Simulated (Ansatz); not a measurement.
Al3Ni, in the lowest of the structures calculated here: Pnma (No. 62), oP16; a = 6.583 Å, b = 7.317 Å, c = 4.769 Å, α = β = γ = 90.00°; Al 4c (0.010, 0.250, 0.915); Al 8d (0.171, 0.056, 0.366); Ni 4c (0.371, 0.250, 0.057). Level of theory: PBEsol (plane waves to 420 eV, PAW, scalar-relativistic; Ansatz, a quantum-chemistry and plane-wave program). Element references, the lowest calculated here: Ni (Fm-3m, ferromagnetic), Al (Fm-3m).

Q: What formation energy of this Pnma form of Al3Ni from the elements does PBEsol give?

A: -0.42 eV/atom.

Q: Is it stable against the other phases calculated?

A: Yes: the most favourable decomposition, Al3Ni → 1.5 Al + 0.5 Al3Ni2 (Al Fm-3m, Al3Ni2 P-3m1), costs 0.03 eV/atom.

Q: Over what range of chemical potentials is Al3Ni stable among the phases calculated here? Give the corners of its window as Δμ = μ − μ(element).

A: 
```json
[
 {"in equilibrium with": "Al", "Δμ(Al) (eV)": "0.0", "Δμ(Ni) (eV)": "-1.7"},
 {"in equilibrium with": "Al3Ni2", "Δμ(Al) (eV)": "-0.1", "Δμ(Ni) (eV)": "-1.4"}
]
```

At every corner Σ nΔμ equals the formation energy, about -1.7 eV per formula unit; the corners carry the error of several atoms' energies, a few 0.01 eV.

This is the hull of the energies calculated here, no anion corrections; phases that were not calculated are missing from it. Values are rounded to 0.01 eV/atom. The compounds carry no spin polarisation. A magnetic state may lie lower.
